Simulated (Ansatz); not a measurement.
Input file for Ansatz (a program for electronic structure):

Ansatz 0.2 input:
```yaml
crystal:
  lattice:
    - [1.3982760992, 0.8072950823, 4.1548942531]
    - [-1.3982760992, 0.8072950823, 4.1548942531]
    - [0.0, -1.6145901645, 4.1548942531]
  atoms:
    - { symbol: Cu, position: [0.5, 0.5, 0.5] }
    - { symbol: Au, position: [0.0, 0.0, 0.0] }
kpoints:
  mp_grid: { grid: [25, 25, 25] }
hamiltonian:
  xc: lda
  pseudopotentials: { kind: paw }
scf:
  occupations: { method: fermi_dirac, width: 0.1 }
elastic: { mode: relaxed_ion, stencil: two_point, amplitude: 0.005, f_tol: 0.0005 }
```

Output (shortened):

```
Pseudopotential: Cu, paw, valence charge 19
Pseudopotential: Au, paw, valence charge 19
Functional definition: SPW92
Crystal: 2 atoms, lattice volume = 28.141 Å³
Basis set: ecut = 420 eV, 547 PW (Γ)
Bands: 23, of which v1, the nominal top of the filled ones, is band 19 counted from 1 (18 counted from 0)
Symmetry: 12 space group operations
Space group: R-3m (ITA 166), of the structure as read, at distance tolerance 3.0e-5 Å
k-points: 1469 of 15625
the search or the solves at the SCF's close seem to have found levels that the self-consistency loop had missed (the run counts 1) …
SCF 1 converged in 12 iterations: F = -19420.623685 eV  dr2 = 2.78e-14
Crystal: 2 atoms, lattice volume = 28.000 Å³
Symmetry: 4 space group operations
k-points: 4069 of 15625
SCF 2 converged in 11 iterations: F = -19420.623198 eV  dr2 = 4.42e-14
Crystal: 2 atoms, lattice volume = 28.282 Å³
SCF 3 converged in 9 iterations: F = -19420.623156 eV  dr2 = 6.95e-15
Crystal: 2 atoms, lattice volume = 28.000 Å³
SCF 4 converged in 11 iterations: F = -19420.622828 eV  dr2 = 7.11e-15
Crystal: 2 atoms, lattice volume = 28.282 Å³
SCF 5 converged in 8 iterations: F = -19420.623331 eV  dr2 = 5.04e-14
Crystal: 2 atoms, lattice volume = 28.141 Å³
SCF 6 converged in 9 iterations: F = -19420.623559 eV  dr2 = 3.51e-15
Crystal: 2 atoms, lattice volume = 28.141 Å³
SCF 7 converged in 7 iterations: F = -19420.623562 eV  dr2 = 2.54e-14
SCF converged after 12 iterations
Free energy (F): -19420.623685 eV
Harris-Foulkes:  -19420.623685 eV  (|F-HF|=3.64e-12)
Internal energy: -19420.604369 eV  (E = F + TS)
E sigma→0 (E₀):  -19420.614027 eV
Entropy (-TS):   -0.019316 eV (-9.658 meV/atom)
Fermi energy:    19.457233 eV
--- Per-component energies (eV) ---
  E_band       = -541.781752
  E_kinetic    = 906.962173
  E_local      = -5806.084043  (includes V_loc(G=0)·N_el)
  E_nonlocal   = 478.510039
  E_hartree    = 2547.487836
  E_xc         = -316.455195
  E_vxc        = -391.410868  (∫ρ·V_xc dr)
  E_paw        = -11019.624009  (= ΣΔE_a)
  E_vpaw       = -824.736169  (= ΣTr[D̂ρ^β])
  E_aug_tail   = 0.001448  (compensation charges beyond the density's cutoff)
  E_ewald      = -6212.374996
  E_core_change = 0.972378  (= ΣΔE_core)
  E_smearing   = -0.019316  (= −TS)
  E_closure    = 0.000000  (closes the sum)
  Σ components = -19420.623685   (vs F -19420.623685, Δ=0.00e0)
--- Forces (eV/Å), atoms counted from 1 ---
  atom   1  Cu     0.00000000     0.00000000     0.00000000
  atom   2  Au     0.00000000     0.00000000     0.00000000
  max |Σ_I F_I| component: 0.0 eV/Å
--- Stress (GPa, compression-positive) ---
       -0.031604       0.000000       0.000000
        0.000000      -0.031604       0.000000
        0.000000       0.000000       0.278316
  P = ⅓ Tr σ = 0.0717 GPa (0.717 kbar)
--- Band table (eV; the first three rows and the last of 1469) ---
  k-point 0: bands = ["-92.1206", "-86.6293", "-49.9711", "-49.9232", "-49.9232", "-37.9816", "-37.8224", "-37.8224", "9.1930", "12.3949", "14.3144", "14.3144", "15.4726", "15.4726", "16.4893", "17.1241", "17.1241", "17.8653", "17.8653", "19.0625", "24.4796", …
  k-point 1: bands = ["-92.1205", "-86.6291", "-49.9710", "-49.9236", "-49.9233", "-37.9811", "-37.8263", "-37.8234", "9.2473", "12.4276", "14.2904", "14.3499", "15.4269", "15.4753", "16.4971", "17.1130", "17.1304", "17.6785", "17.8545", "19.3175", "24.4980", …
  k-point 2: bands = ["-92.1204", "-86.6285", "-49.9708", "-49.9249", "-49.9236", "-37.9798", "-37.8376", "-37.8262", "9.4085", "12.5237", "14.2228", "14.4547", "15.2922", "15.4835", "16.5190", "17.0803", "17.1493", "17.3484", "17.8231", "19.8482", "24.5588", …
  k-point 1468: bands = ["-92.1205", "-86.6291", "-49.9705", "-49.9236", "-49.9233", "-37.9832", "-37.8264", "-37.8235", "10.5253", "12.7786", "14.3964", "14.4505", "14.5218", "16.0275", "16.1494", "16.5658", "16.7156", "16.7291", "17.1628", "17.1872", …
--- Elastic constants: 3 strain directions × 2 members + reference (group order 12) ---
  dense FFT box of the reference and of every strained cell: 30×30×30
  strains applied: 11, 33, 23; error gains …
  C = ∂σ_k/∂η_j (tension-positive GPa; Voigt order 11 22 33 23 13 12):
       231.168    161.591    153.863    -28.038      0.000      0.000
       161.591    231.168    153.863     28.038      0.000      0.000
       154.208    154.208    275.961      0.000      0.000      0.000
       -28.030     28.030      0.000     56.774      0.000      0.000
         0.000      0.000      0.000      0.000     56.774    -28.030
         0.000      0.000      0.000      0.000    -28.038     34.788
  reference stress σ⁰ (GPa):      0.032      0.032     -0.278      0.000      0.000      0.000
  moduli (Voigt/Reuss/Hill, GPa): K = 186.40/185.46/185.93   G = 47.58/29.01/38.29   E = 107.50   ν = 0.404
  mechanically stable: yes (min eigenvalue of sym C = 15.67 GPa)
  strain η (Voigt 11):  stress-route row diagonal C_11 = 231.17 GPa, energy-path curvature d²(F+E_count+ΔE)/dδ²/Ω₀ = 231.31 GPa
         δ    σ_11 (GPa)             F (eV)   n_scf  n_hpsi   n_pw
    -5.000e-3      -1.1513      -19420.6231983      11  2105348    562   relax 0 steps, max|allowed force component| 0.00e0 eV/Å
     5.000e-3       1.1603      -19420.6231564       9  1850412    572   relax 0 steps, max|allowed force component| 0.00e0 eV/Å
  strain η (Voigt 33):  stress-route row diagonal C_33 = 275.96 GPa, energy-path curvature d²(F+E_count+ΔE)/dδ²/Ω₀ = 275.79 GPa
         δ    σ_33 (GPa)             F (eV)   n_scf  n_hpsi   n_pw
    -5.000e-3      -1.6864      -19420.6228279      11  728158    566   relax 0 steps, max|allowed force component| 0.0 eV/Å
     5.000e-3       1.0732      -19420.6233313       8  552600    569   relax 0 steps, max|allowed force component| 0.0 eV/Å
  strain η (Voigt 23):  stress-route row diagonal C_44 = 56.77 GPa, energy-path curvature d²(F+E_count+ΔE)/dδ²/Ω₀ = 56.75 GPa
         δ    σ_23 (GPa)             F (eV)   n_scf  n_hpsi   n_pw
    -5.000e-3      -0.2879      -19420.6235593       9  1755695    566   relax 0 steps, max|allowed force component| 0.0 eV/Å
     5.000e-3       0.2798      -19420.6235618       7  1374408    566   relax 0 steps, max|allowed force component| 0.0 eV/Å
```

Cost: very roughly 15 core-minutes on shared cores.

The workflow started from a Materials Project entry (that database holds measured and hypothetical structures alike); the Crystallography Open Database copy checked does not list it. It is not the phase usual at ambient conditions (space group No. 123). Symmetry was held in the LDA relaxation; whether a distortion lowers the energy is not shown. No spin polarisation was allowed. As this level gives no gap, shear constants depend on the k-mesh and smearing (Fermi–Dirac, 0.1 eV here). Axis ratios of metals converge slowly with the k-mesh, so a and c are less sure than the volume. Scalar-relativistic: spin–orbit coupling is off unless named, which matters more the heavier the elements.

Potentials: the later of the program's two PAW sets.

Ansatz is a plane-wave DFT program.
